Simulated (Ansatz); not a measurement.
Relaxed TaRu (space group P4/mmm):

```
CELL_PARAMETERS angstrom
      3.00349     0.00000     0.00000
      0.00000     3.00349     0.00000
      0.00000     0.00000     6.72853
ATOMIC_POSITIONS crystal
  Ta 0.50000 0.50000 0.25000
  Ta 0.50000 0.50000 0.75000
  Ru 0.00000 0.00000 0.00000
  Ru 0.00000 0.00000 0.50000
```

A phonon eigenvector at Z = (0.0, 0.0, 0.5) is frozen into this cell: atom i moves by Q times the vector below, so Q is the largest atomic displacement, in Å. The cell is held. (q is in reciprocal vectors of the primitive cell; the cell shown is doubled to hold the pattern.)

| atom | x | y | z |
|---|---|---|---|
| Ru3 | 0.000 | 0.000 | 1.000 |
| Ru4 | 0.000 | 0.000 | -1.000 |

Atoms not listed stay in place.

All values below come from LDA (plane waves to 420 eV, PAW, scalar-relativistic; Ansatz, a program for electronic structure). k mesh 15×15×7 (Γ-centred), Fermi-Dirac smearing 0.05 eV. The energy includes the smearing's −TS. With partly filled bands, energies and forces of such displacements shift with the k mesh and the smearing. Spin-orbit coupling is left out, though Ta is heavy. TaRu is run without spin polarisation. TaRu was relaxed with its symmetry unable to fall. The zero of ΔE is the undisplaced structure.

Successive frames, forces in eV/Å:

```tsv
frame	ΔE (meV/cell)	F on Ta1	F on Ta2	F on Ru3	F on Ru4
Q = 0.000 Å	0	(0.000, 0.000, 0.000)	(0.000, 0.000, 0.000)	(0.000, 0.000, 0.000)	(0.000, 0.000, 0.000)
Q = -0.029 Å	-2	(0.000, 0.000, 0.000)	(0.000, 0.000, 0.000)	(0.000, 0.000, -0.063)	(0.000, 0.000, 0.063)
Q = -0.059 Å	-6	(0.000, 0.000, 0.000)	(0.000, 0.000, 0.000)	(0.000, 0.000, -0.055)	(0.000, 0.000, 0.055)
```

**Question.** What are the energy and the forces in the next frame, Q = -0.088 Å?

**Answer.** ΔE (meV/cell) = -6.

```csv
atom,Fx,Fy,Fz
Ta1,0.000,0.000,0.000
Ta2,0.000,0.000,0.000
Ru3,0.000,0.000,0.068
Ru4,0.000,0.000,-0.068
```

(A displaced cell: forces are minus the slopes of the energy, force constants its curvatures, and phonons follow from these.)
